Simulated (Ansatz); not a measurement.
**Phonons of SnTe (rocksalt structure)**

Computed with Ansatz (plane waves, PAW, 500 eV cutoff): r²SCAN, scalar-relativistic, no spin polarisation, Gaussian smearing of 0.05 eV. The datasets are Ansatz's generated set soft_2.

```yaml
crystal:
  lattice:
    - [0.00000, 3.18567, 3.18567]
    - [3.18567, 0.00000, 3.18567]
    - [3.18567, 3.18567, 0.00000]
  atoms:
    - { symbol: Sn, position: [0.50000, 0.50000, 0.50000] }
    - { symbol: Te, position: [0.00000, 0.00000, 0.00000] }
```

The start was a prototype's sites filled with these elements; the Crystallography Open Database holds the compound in this structure.

Force constants come from finite displacements in a 2×2×2 supercell (the unit cell's 8×8×8 k-mesh, folded to it); the long-range dipole term is included. Points in reciprocal vectors of this cell: Γ = (0.000, 0.000, 0.000), X = (0.500, 0.000, 0.500), U = (0.625, 0.250, 0.625), K = (0.375, 0.375, 0.750), L = (0.500, 0.500, 0.500), W = (0.500, 0.250, 0.750).

Is the structure dynamically stable along this path, and where does the spectrum end?

No: a branch is imaginary, down to 62i cm⁻¹ at Γ. The highest frequency is 122 cm⁻¹, at L. Points that don't fit the supercell are interpolated.

Frequencies at the named points (cm⁻¹, imaginary ones negative):
```
point             ω (cm⁻¹)
    Γ    -62 -62 0 0 0 100
    X     -13 8 8 52 52 53
    U    38 51 64 72 72 76
    K    38 51 64 72 72 76
    L  72 72 98 98 106 122
    W    52 52 56 72 72 76
```

The compound is known in this structure, so the unstable mode may be the calculation's: soft modes are sensitive to the volume, the k-mesh, the supercell and spin–orbit coupling, and real crystals can be held by temperature.

Run time: 4.6 min on 4 threads of Intel(R) Xeon(R) Platinum 8488C (Sapphire Rapids), on a shared host, peak memory 4.8 GiB.

No spin–orbit coupling, a notable omission for heavy elements. Spin–orbit coupling shifts the heavy anion's p levels by more than this gap and may close it.
